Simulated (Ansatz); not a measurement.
Nb$_{3}$Sn:
```xyz
8
Lattice="5.3041 0.0000 0.0000 0.0000 5.3041 0.0000 0.0000 0.0000 5.3041" Properties=species:S:1:pos:R:3 pbc="T T T"
Sn     0.0000     0.0000     0.0000
Sn     2.6520     2.6520     2.6520
Nb     1.3260     0.0000     2.6520
Nb     2.6520     3.9781     0.0000
Nb     3.9781     0.0000     2.6520
Nb     2.6520     1.3260     0.0000
Nb     0.0000     2.6520     3.9781
Nb     0.0000     2.6520     1.3260
```

Relaxed with r²SCAN.

Task: Give the Bader charges and basin volumes of the independent atoms, r²SCAN (plane waves, PAW; program Ansatz).

Result: 

| atom | Bader charge (e) | Bader volume (Å³) |
|---|---|---|
| Sn1 | -0.99 | 22.3 |
| Nb3 | +0.33 | 17.4 |

Space group Pm-3n (A15 (Cr3Si type)). The r²SCAN relaxation kept the symmetry of its start. No spin polarisation was allowed. Spin–orbit coupling is left out wherever it is not named.

Potentials: the later of the program's two PAW sets.
